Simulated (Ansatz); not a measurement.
## Relaxing a structure of CsCl

The start is a generated cell, CsCl built in the AFLOW prototype AB_tP8_136_g_f (as in BeO). The cell and all atomic positions are relaxed at zero pressure with r2SCAN (plane waves to 500 eV, PAW, scalar-relativistic; Ansatz, a quantum-chemistry and plane-wave program). First-step values are on the input's coarse k-mesh.

Ansatz input (later rounds restart from its end on a renewed k-mesh):
Ansatz 0.2 input:
```yaml
crystal:
  lattice:
    - [8.9240218, 0, 0]
    - [0, 8.9240218, 0]
    - [0, 0, 5.1477515]
  atoms:
    - { symbol: Cl, position: [0.336, 0.664, 0] }
    - { symbol: Cl, position: [0.836, 0.836, 0.5] }
    - { symbol: Cl, position: [0.164, 0.164, 0.5] }
    - { symbol: Cl, position: [0.664, 0.336, 0] }
    - { symbol: Cs, position: [0.31, 0.31, 0] }
    - { symbol: Cs, position: [0.81, 0.19, 0.5] }
    - { symbol: Cs, position: [0.19, 0.81, 0.5] }
    - { symbol: Cs, position: [0.69, 0.69, 0] }
basis: { ecutwfc: 500, ecutrho_ratio: 4, xc_grid: 4, fft_grid_basis: typed }
kpoints: { mp_grid: { grid: [3, 3, 5] } }
hamiltonian:
  xc: r2scan
  dispersion: none
  pseudopotentials: { kind: paw }
scf: { occupations: { method: fermi_dirac, width: 0.05 } }
relax: { f_tol: 0.01, max_steps: 100, cell: { stress_tol: 0.02 } }
output: { forces: true, stress: true }
```

| Item | Value |
|---|---|
| Initial pressure | +2.6 GPa (positive: the cell is compressed) |
| Largest initial force | 0.12 eV/Å, on Cl1, Cl2, Cl3, Cl4 (atoms numbered as listed) |
| Outcome | The space group goes from P4₂/mnm (No. 136) to Fm-3m (No. 225); the end is rock salt type, with 2 atoms in the primitive cell |
| Energy released | 0.20 eV/atom |
| Volume change | -16.1 %, from 51.24 to 42.99 Å³/atom |
| Shortest distances (start → end) | The closest pairs of elements (up to four, under 3.6 Å), start → end: Cl–Cs 3.17 → 3.50 Å |
| Band gap at the end | 5.48 eV, direct within 0.03 eV (at Γ) (no spin-orbit coupling) |
| Optimiser moves | 15 |

Relaxed structure:

```cif
data_Cl4Cs4
_chemical_formula_sum 'Cl4 Cs4'
_space_group_name_H-M_alt 'Fm-3m'
_space_group_IT_number 225
_space_group_name_Hall '-F 4 2 3'
_cell_length_a 7.00602
_cell_length_b 7.00602
_cell_length_c 7.00602
_cell_angle_alpha 90.000
_cell_angle_beta 90.000
_cell_angle_gamma 90.000
loop_
_atom_site_label
_atom_site_type_symbol
_atom_site_symmetry_multiplicity
_atom_site_Wyckoff_symbol
_atom_site_fract_x
_atom_site_fract_y
_atom_site_fract_z
_atom_site_occupancy
Cl1 Cl 4 a 0.00000 0.00000 0.00000 1
Cs1 Cs 4 b 0.50000 0.50000 0.50000 1
```
(The calculation used a cell of 2 atoms; values per cell refer to that cell.)

Final values are on a 8×8×8 k-mesh of the relaxed cell. No spin polarisation in the result.

The run could not lose the symmetry of its start.

The first start was generated by placing the elements on the sites of a structure type. A measured structure of CsCl has the same space group, Fm-3m (No. 225); the sites were not compared with it. Another known form has space group No. 221.
